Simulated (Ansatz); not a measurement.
A geometry of SnTe away from equilibrium: step 2 of the relaxation of a relaxed SnTe cell, doubled along one cell vector, shaken by Gaussian noise of σ = 0.08 Å a coordinate. These are PBEsol (plane waves to 420 eV, PAW, scalar-relativistic; Ansatz, a first-principles code) values and carry that method's errors. Γ-centred k-mesh 6×3×6 on the run's cell (coarser than for final values), Fermi–Dirac smearing 0.05 eV.

```xyz
4
Lattice="0.0101 3.1667 3.1556 6.3151 0.0270 6.3045 3.1659 3.1716 0.0052" Properties=species:S:1:pos:R:3:forces:R:3 pbc="T T T" free_energy=-25703.963 pressure_GPa=-0.2
Sn    -0.0156     0.0625    -0.0246    0.3277   -0.3519    0.3323
Sn     3.2565    -0.0183     3.2359   -0.3163    0.3131   -0.3289
Te     3.1045     3.1124     3.1571    0.0642   -0.1402    0.0030
Te     6.3123     3.0861     6.3157   -0.0756    0.1789   -0.0064
```

Positions in Å, forces in eV/Å, free energy of the cell in eV (comparable only within this code, potentials and settings). Largest force: 0.58 eV/Å, on Sn1 (atoms numbered as listed); the geometry lies 0.02 eV/atom above the end of its relaxation.

No spin polarisation in the result.
